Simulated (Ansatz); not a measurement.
PtSe2:
```xyz
3
Lattice="3.7516 0.0000 0.0000 -1.8758 3.2490 0.0000 0.0000 0.0000 6.4810" Properties=species:S:1:pos:R:3 pbc="T T T"
Pt     0.0000     0.0000     0.0000
Se     1.8758     1.0830     5.1743
Se     0.0000     2.1660     1.3067
```

Relaxed with PBE. Special points in fractions of this cell's reciprocal vectors: Γ (0.000, 0.000, 0.000); M (0.500, 0.000, 0.000); K (0.333, 0.333, 0.000); A (0.000, 0.000, 0.500); L (0.500, 0.000, 0.500); H (0.333, 0.333, 0.500).

### Question
List the band energies nearest the valence-band maximum at these points for DFT-PBE in the program Ansatz with PAW potentials.

### Answer
In eV from the valence-band maximum; about four levels below and three above (degenerate sets whole), none deeper than 8.9 eV; points with the same levels are listed once.

```tsv
k	below	above
Γ	-1.64 -0.31 -0.31 -0.24	2.60 2.60 4.15
M	-2.52 -2.19 -2.14 -1.90	1.91 2.48 4.65
K	-2.77 -2.38 -1.19 -1.19	1.26 1.26 5.32
A	-1.39 -1.33 -0.34 -0.34	2.67 2.67 5.24
L	-2.57 -2.56 -2.25 -2.08 -1.41	2.13 2.31 4.36
H	-2.76 -2.55 -1.33 -1.33	1.75 1.75 6.28
```

Space group P-3m1 (CdI2 type). Symmetry was held in the PBE relaxation. No spin polarisation was allowed. The volume lies over 15 % above that of the usual cell of this phase: another minimum, or an error of the functional. A crystal of weakly bound layers computed without a dispersion correction: the cell and the soft elastic constants depend strongly on that. Spin–orbit coupling is left out wherever it is not named.

Potentials: the later of the program's two PAW sets.
